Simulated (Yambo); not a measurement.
Yambo run on AlBO3 (space group R-3c, No. 167). The wavefunctions are norm-conserving LDA (Quantum ESPRESSO, 84 Ry, scalar-relativistic) ones on a 4×4×4 mesh (24 occupied bands); a = 5.314 Å, b = 5.314 Å, c = 5.314 Å, α = 50.16°, β = 50.16°, γ = 50.16°.

Yambo input:

```
rim_cut
HF_and_locXC
RandQpts= 1000000
RandGvec= 1 Ry
EXXRLvcs= 84 Ry
VXCRLvcs= 336 Ry
% QPkrange
 1 | 1 | 24 | 25 |
 3 | 3 | 24 | 25 |
 7 | 7 | 24 | 25 |
 8 | 8 | 24 | 25 |
 13 | 13 | 24 | 25 |
%
```

k points by index: 1 = Γ, 3 = L, 7 = F, 8 = (0.25, 0.25, 0.25), 13 = Z.

Resulting energies as the program prints them:

```
#    K-point    Band    Eo [eV]    Ehf [eV]    Vxc [eV]    Vnlxc [eV]
#
    1    24    0.000000    -5.928367    -20.38100    -26.30937
    1    25    5.963745    11.77382    -12.98244    -7.172366
    3    24    -0.282605    -6.303826    -19.83662    -25.85785
    3    25    6.653360    12.58882    -12.86766    -6.932196
    7    24    -0.485802    -6.566689    -19.68174    -25.76263
    7    25    6.622118    12.54187    -13.53489    -7.615134
    8    24    -0.195300    -6.138159    -20.23582    -26.17868
    8    25    5.663934    11.42715    -11.90369    -6.140470
    13    24    -0.645941    -6.629252    -19.96307    -25.94638
    13    25    6.214652    12.19955    -11.74010    -5.755199
```
Exchange alone, without screening.

Geometry of the Materials Project entry, not relaxed at this level.
